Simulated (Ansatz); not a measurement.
# Perovskite alloy of SrTiO3 and BaTiO3 (5 of 8 Sr sites exchanged), 40 atoms

Theory: Ansatz, DFT, PBEsol, PAW, plane waves.

Command:

```sh
ansatz run in.yaml --threads 2 --pin off --max-ram 30400MiB --runs-dir r --events-out ev --progress --plain --backend cuda --devices 0, --max-vram 18GiB
```

The input less its lattice and atoms:

```yaml
crystal:
  symmetry: { detect: false }
kpoints:
  mp_grid: { grid: [1, 1, 1], shift: [0.25, 0.25, 0.25] }
hamiltonian:
  xc: pbesol
scf:
  occupations: { method: fermi_dirac, width: 0.01 }
relax:
  f_tol: 0.03
  max_steps: 80
  escape_saddle: false
  adjacent_minimum: "off"
  cell: { fix: [shape] }
output:
  forces: true
  eigenvalues: true
  populations: true
```

Start:

```
Ba Sr Ti O
1.0
     7.88053    0.00000    0.00000
     0.00000    7.88053    0.00000
     0.00000    0.00000    7.88053
Ba Sr Ti O
5 3 8 24
Direct
  0.99536 0.00003 0.99938
  0.00177 0.50020 0.99809
  0.00302 0.50210 0.50110
  0.49741 0.49836 0.00066
  0.50436 0.50006 0.49951
  0.00327 0.99624 0.49988
  0.50138 0.99942 0.99852
  0.49838 0.00477 0.49930
  0.25312 0.25687 0.25017
  0.25510 0.25231 0.75060
  0.25488 0.75092 0.24743
  0.24912 0.75247 0.74919
  0.75282 0.25383 0.24898
  0.75277 0.24604 0.75195
  0.75045 0.74759 0.24479
  0.75032 0.75011 0.74719
  0.24772 0.24798 0.00087
  0.25639 0.24804 0.50248
  0.25214 0.74973 0.00072
  0.25397 0.74906 0.50131
  0.74566 0.25575 0.00077
  0.75425 0.25254 0.49983
  0.75261 0.75515 0.99912
  0.75042 0.75224 0.50281
  0.00042 0.24989 0.24789
  0.00422 0.24945 0.75388
  0.99920 0.74894 0.24757
  0.00400 0.74739 0.75450
  0.50021 0.24523 0.25078
  0.49972 0.24948 0.74718
  0.49843 0.74937 0.24841
  0.49639 0.75033 0.74980
  0.24801 0.00032 0.24692
  0.25099 0.00201 0.74677
  0.25108 0.50267 0.24929
  0.25076 0.50175 0.74980
  0.74840 0.99860 0.25010
  0.75370 0.99423 0.74620
  0.74971 0.50036 0.25190
  0.75034 0.49804 0.74849
```

Steps:

```tsv
step	energy less the first (eV)	largest force component (eV/Å)	pressure (GPa)
start	0.000	1.094	0.39
1	-0.082	1.256	-0.03
2	-0.408	0.106	0.17
3	-0.451	0.146	-0.34
4	-0.491	0.107	0.94
5	-0.491	0.068	-0.32
6	-0.496	0.013	-0.01
7	-0.509	0.013	0.05
8	-0.508	0.002	0.00
9	-0.508	0.002	0.00
```

A structure on the way, about -0.49 eV from the start:

```xyz
40
Lattice="7.9050 0.0000 0.0000 0.0000 7.9050 0.0000 0.0000 0.0000 7.9050" Properties=species:S:1:pos:R:3 pbc="T T T"
Ba    0.0281    0.0180    0.0177
Ba    0.0278    3.9762    0.0176
Ba    0.0279    3.9768    3.9703
Ba    3.9794    3.9765    0.0174
Ba    3.9786    3.9765    3.9699
Sr    0.0533    0.0354    3.9916
Sr    3.9991    0.0356    0.0433
Sr    4.0006    0.0348    3.9919
Ti    2.0503    2.0023    2.0390
Ti    2.0518    2.0006    5.9756
Ti    2.0450    6.0125    2.0317
Ti    2.0406    6.0084    5.9666
Ti    5.9869    2.0036    2.0424
Ti    5.9845    2.0057    5.9751
Ti    5.9781    6.0120    2.0329
Ti    5.9723    6.0119    5.9650
O     1.9897    1.9237    7.8650
O     1.9675    1.9000    3.9177
O     1.9833    5.9432    7.8654
O     1.9714    5.9584    3.9188
O     5.8902    1.9201    7.8637
O     5.9003    1.8991    3.9184
O     5.8999    5.9482    7.8669
O     5.9020    5.9619    3.9205
O     7.8775    1.9165    1.9784
O     7.8772    1.9156    5.8763
O     7.8775    5.9476    1.9748
O     7.8809    5.9537    5.8816
O     3.9299    1.9047    1.9533
O     3.9316    1.9058    5.8887
O     3.9310    5.9498    1.9518
O     3.9339    5.9557    5.8939
O     1.9786    7.8829    1.9595
O     1.9728    7.8835    5.8716
O     1.9698    3.9118    1.9633
O     1.9728    3.9146    5.8990
O     5.8745    7.8824    1.9531
O     5.8860    7.8842    5.8800
O     5.9151    3.9122    1.9647
O     5.9165    3.9155    5.9000
```

End:

```xyz
40
Lattice="7.9054 0.0000 0.0000 0.0000 7.9054 0.0000 0.0000 0.0000 7.9054" Properties=species:S:1:pos:R:3 pbc="T T T"
Ba    0.0296    0.0214    0.0180
Ba    0.0307    3.9791    0.0191
Ba    0.0310    3.9786    3.9709
Ba    3.9823    3.9787    0.0195
Ba    3.9808    3.9777    3.9693
Sr    0.0573    0.0423    3.9945
Sr    4.0062    0.0423    0.0457
Sr    4.0043    0.0411    3.9927
Ti    2.0514    2.0049    2.0398
Ti    2.0545    2.0069    5.9768
Ti    2.0486    6.0175    2.0371
Ti    2.0516    6.0171    5.9708
Ti    5.9884    2.0070    2.0429
Ti    5.9869    2.0108    5.9754
Ti    5.9823    6.0171    2.0402
Ti    5.9822    6.0180    5.9708
O     1.9909    1.9182    7.8642
O     1.9673    1.9018    3.9169
O     1.9825    5.9448    7.8615
O     1.9645    5.9517    3.9151
O     5.8887    1.9164    7.8634
O     5.9001    1.8972    3.9175
O     5.8933    5.9472    7.8620
O     5.9000    5.9585    3.9163
O     7.8757    1.9183    1.9794
O     7.8749    1.9163    5.8773
O     7.8729    5.9450    1.9711
O     7.8734    5.9473    5.8818
O     3.9283    1.9020    1.9558
O     3.9290    1.8972    5.8887
O     3.9266    5.9517    1.9531
O     3.9276    5.9584    5.8888
O     1.9763    7.8800    1.9647
O     1.9638    7.8796    5.8653
O     1.9716    3.9075    1.9601
O     1.9746    3.9080    5.9018
O     5.8766    7.8796    1.9522
O     5.8890    7.8806    5.8778
O     5.9135    3.9081    1.9631
O     5.9119    3.9094    5.9004
```

The run converged.

Time: 23 s of wall time on one NVIDIA H100 with 2 processor threads, on a host shared with other runs; peak host memory 1.3 GiB.

(1) How much energy did the relaxation gain, and which atom moved most?

## Answers

(1) 0.51 eV in 9 steps, from a start with small random displacements (the gain also holds any tilting of the ideal host); atom 15 (Ti) moved 0.16 Å, the median atom 0.07 Å (drift of the whole cell removed).
